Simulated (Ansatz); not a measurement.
A relaxation computed with Ansatz, from input to last step.

```yaml
crystal:
  lattice:
    - [4.0396563786, 0.0, 0.0]
    - [0.0, 4.0396563786, 0.0]
    - [0.0, 0.0, 4.0396563786]
  atoms:
    - { symbol: Ga, position: [0.0, 0.5, 0.5] }
    - { symbol: Ga, position: [0.5, 0.0, 0.5] }
    - { symbol: Ga, position: [0.5, 0.5, 0.0] }
    - { symbol: Mo, position: [0.0, 0.0, 0.0] }
basis:
  ecutwfc: 420
kpoints:
  mp_grid: { grid: [4, 4, 4] }
hamiltonian:
  xc: pbe
scf:
  occupations: { method: gaussian, width: 0.1 }
  lower_state_search: "off"
output:
  forces: true
  stress: true
  eigenvalues: true
relax:
  adjacent_minimum: "off"
  f_tol: 0.04
  max_steps: 70
  cell: { stress_tol: 0.4 }
```

```bash
ansatz run input.yaml --threads 1 --pin off --max-ram 2560MiB --backend cpu --events-out ev --progress --plain --runs-dir out
```

Level of theory: DFT PBE, scalar-relativistic, plane waves, PAW (Ansatz).

Of 5 frames 5 are shown, positions in Å and forces in eV/Å; the SCF threshold varies from step to step. Steps run on the plane waves of an earlier cell, with a Pulay correction in the pressure. The basis is chosen afresh for the last frame, the zero of the energies, and at times for earlier ones too; energy and pressure step there, also at an unchanged geometry.

```xyz
4
Lattice="4.0397 0.0000 0.0000 0.0000 4.0397 0.0000 0.0000 0.0000 4.0397" Properties=species:S:1:pos:R:3:forces:R:3 pbc="T T T" step=1 free_energy_over_end_meV_per_atom=15.87 pressure_GPa=-5.71
Ga    0.0000    2.0198    2.0198    0.0000    0.0000    0.0000
Ga    2.0198    0.0000    2.0198    0.0000    0.0000    0.0000
Ga    2.0198    2.0198    0.0000    0.0000    0.0000    0.0000
Mo    0.0000    0.0000    0.0000    0.0000    0.0000    0.0000
4
Lattice="3.9153 0.0000 0.0000 0.0000 3.9153 0.0000 0.0000 0.0000 3.9153" Properties=species:S:1:pos:R:3:forces:R:3 pbc="T T T" step=2 free_energy_over_end_meV_per_atom=9.92 pressure_GPa=5.58
Ga    0.0000    1.9576    1.9576    0.0000    0.0000    0.0000
Ga    1.9576    0.0000    1.9576    0.0000    0.0000    0.0000
Ga    1.9576    1.9576    0.0000    0.0000    0.0000    0.0000
Mo    0.0000    0.0000    0.0000    0.0000    0.0000    0.0000
4
Lattice="3.9748 0.0000 0.0000 0.0000 3.9748 0.0000 0.0000 0.0000 3.9748" Properties=species:S:1:pos:R:3:forces:R:3 pbc="T T T" step=3 free_energy_over_end_meV_per_atom=-0.21 pressure_GPa=-0.51
Ga    0.0000    1.9874    1.9874    0.0000    0.0000    0.0000
Ga    1.9874    0.0000    1.9874    0.0000    0.0000    0.0000
Ga    1.9874    1.9874    0.0000    0.0000    0.0000    0.0000
Mo    0.0000    0.0000    0.0000    0.0000    0.0000    0.0000
4
Lattice="3.9697 0.0000 0.0000 0.0000 3.9697 0.0000 0.0000 0.0000 3.9697" Properties=species:S:1:pos:R:3:forces:R:3 pbc="T T T" step=4 free_energy_over_end_meV_per_atom=-0.34 pressure_GPa=-0.04
Ga    0.0000    1.9848    1.9848    0.0000    0.0000    0.0000
Ga    1.9848    0.0000    1.9848    0.0000    0.0000    0.0000
Ga    1.9848    1.9848    0.0000    0.0000    0.0000    0.0000
Mo    0.0000    0.0000    0.0000    0.0000    0.0000    0.0000
4
Lattice="3.9697 0.0000 0.0000 0.0000 3.9697 0.0000 0.0000 0.0000 3.9697" Properties=species:S:1:pos:R:3:forces:R:3 pbc="T T T" step=5 free_energy_over_end_meV_per_atom=0.00 pressure_GPa=-0.04
Ga    0.0000    1.9848    1.9848    0.0000    0.0000    0.0000
Ga    1.9848    0.0000    1.9848    0.0000    0.0000    0.0000
Ga    1.9848    1.9848    0.0000    0.0000    0.0000    0.0000
Mo    0.0000    0.0000    0.0000    0.0000    0.0000    0.0000
```

The start puts this composition into another compound's structure type, which needn't suit it. At the end the space group is Pm-3m (tolerance 0.05 Å).

The run took 6.6 s on 1 thread of Intel(R) Xeon(R) Platinum 8375C CPU @ 2.90GHz (Ice Lake) (shared host), peak memory 0.39 GiB.

The k mesh is coarse.